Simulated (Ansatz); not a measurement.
Starting cell, SiO$_{2}$ (rutile):

```
SiO2
1.0
    8.47176     0.00000     0.00000
    0.00000     4.23588     0.00000
    0.00000     0.00000     2.68991
Si O
4 8
Direct
  0.25000   0.50000   0.50000
  0.75000   0.50000   0.50000
  0.00000   0.00000   0.00000
  0.50000   0.00000   0.00000
  0.40349   0.80699   0.50000
  0.90349   0.80699   0.50000
  0.15349   0.69301   0.00000
  0.65349   0.69301   0.00000
  0.34651   0.30699   0.00000
  0.84651   0.30699   0.00000
  0.09651   0.19301   0.50000
  0.59651   0.19301   0.50000
```

A phonon eigenvector at X = (0.5, 0.0, 0.0) is frozen into this cell: atom i moves by Q times the vector below, so Q is the largest atomic displacement, in Å. The cell is held. It is one choice among 2 degenerate patterns. (q is in reciprocal vectors of the primitive cell; the cell shown is doubled to hold the pattern.)

```tsv
atom	x	y	z
Si3	-0.959	-0.237	0.000
Si4	0.959	0.237	0.000
O5	-0.711	-0.584	0.000
O6	0.711	0.584	0.000
O7	0.781	-0.624	0.000
O8	-0.781	0.624	0.000
O9	-0.781	0.624	0.000
O10	0.781	-0.624	0.000
O11	0.711	0.584	0.000
O12	-0.711	-0.584	0.000
```

Atoms not listed stay in place.

Level of theory: PBE (plane waves to 420 eV, PAW, scalar-relativistic; Ansatz, an electronic-structure program). k mesh 4×8×12 (Γ-centred), Fermi-Dirac smearing 0.05 eV. As the smearing reaches across the gap at some points, energies and forces of such displacements shift with the k mesh and the smearing. SiO2 was relaxed with its symmetry unable to fall. The PAW data are Ansatz's earlier set.

At one point of the scan the forces (eV/Å) are:

```
atom       Fx      Fy     Fz
----  -------  ------  -----
Si1     0.000   0.000  0.000
Si2     0.000   0.000  0.000
Si3    16.232   1.325  0.000
Si4   -16.232  -1.325  0.000
O5      6.211   5.359  0.000
O6     -5.822  -7.256  0.000
O7     -9.672   8.324  0.000
O8      8.030  -8.734  0.000
O9      9.672  -8.324  0.000
O10    -8.030   8.734  0.000
O11    -6.211  -5.359  0.000
O12     5.822   7.256  0.000
```

Which point is it?
A) Q = 0.047 Å
B) Q = 0.280 Å
C) Q = 0.093 Å
D) Q = 0.233 Å

D, Q = 0.233 Å

(A displaced cell: forces are minus the slopes of the energy, force constants its curvatures, and phonons follow from these.)
